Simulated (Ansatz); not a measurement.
# Calculated ¹¹⁹Sn Mössbauer parameters for CdSe with Sn replacing Cd

Cell: a supercell of CdSe (wurtzite type, P6_3mc) built from a COD entry, with the ions relaxed around the defect (PBE).

Space group P3m1 (No. 156); a = 8.6000, c = 14.0400 Å, γ = 120.00°.

```csv
site,Wyckoff,site symmetry,x,y,z
Sn,1a,3m.,0.0000,0.0000,0.0206
Cd2,1a,3m.,0.0000,0.0000,0.4868
Cd3,3d,.m.,0.0070,0.5035,0.9985
Cd4,3d,.m.,0.9924,0.4962,0.5054
Cd9,3d,.m.,0.1730,0.8270,0.2579
Cd10,3d,.m.,0.1650,0.8350,0.7434
Cd15,1c,3m.,0.6667,0.3333,0.2466
Cd16,1c,3m.,0.6667,0.3333,0.7597
Se17,1a,3m.,0.0000,0.0000,0.2277
Se18,1a,3m.,0.0000,0.0000,0.6784
Se19,3d,.m.,0.0020,0.5010,0.1867
Se20,3d,.m.,0.9944,0.4972,0.6917
Se25,3d,.m.,0.1713,0.8287,0.4449
Se26,3d,.m.,0.1678,0.8322,0.9314
Se31,1c,3m.,0.6667,0.3333,0.4345
Se32,1c,3m.,0.6667,0.3333,0.9461
```

One atom of each set is listed.

All values are calculated (Ansatz; DFT, PBE, plane waves and PAW, scalar-relativistic, 420 eV cutoff, Γ-centred 3×3×2 k-points, Fermi–Dirac smearing 0.01 eV), not measured.

Isomer shifts (against SnO₂) follow from the electron density at the nucleus, δ = α(ρ − ρ₀), with α = 0.099 mm s⁻¹ a₀³ and ρ₀ = 183191.44 a₀⁻³ from a line fitted to 8 measured compounds at this level of theory (rms miss 0.12 mm/s). ΔE_Q = ½eQV_zz(1 + η²/3)^½ with Q = -0.132 b for the 23.9 keV state.

Task: What would the ¹¹⁹Sn spectrum's parameters be?

Result: 

```
site  atoms          first shell  ρ − ρ₀ (a₀⁻³)  δ (mm/s)  ΔE_Q (mm/s)     η
  Sn      1  4 Se at 2.80–2.91 Å           38.5      3.80         0.36  0.00
```

The shift of Sn is typical of Sn(II).

The defect repeats with the cell of 32 atoms, so it feels its images: sites between two images don't show the values beside a lone defect, and zeros or small values of η there can come from the images' arrangement. The relaxation keeps the site symmetry 3m of the start, so the impurity can move only along its axis; a start off the site could end lower. Without spin–orbit coupling (the program notes it for Sn) the gradients can shift somewhat, as the gap is small. Shifts outside the range of the fitted compounds (-0.5 to 3.2 mm/s for Sn) are extrapolations.
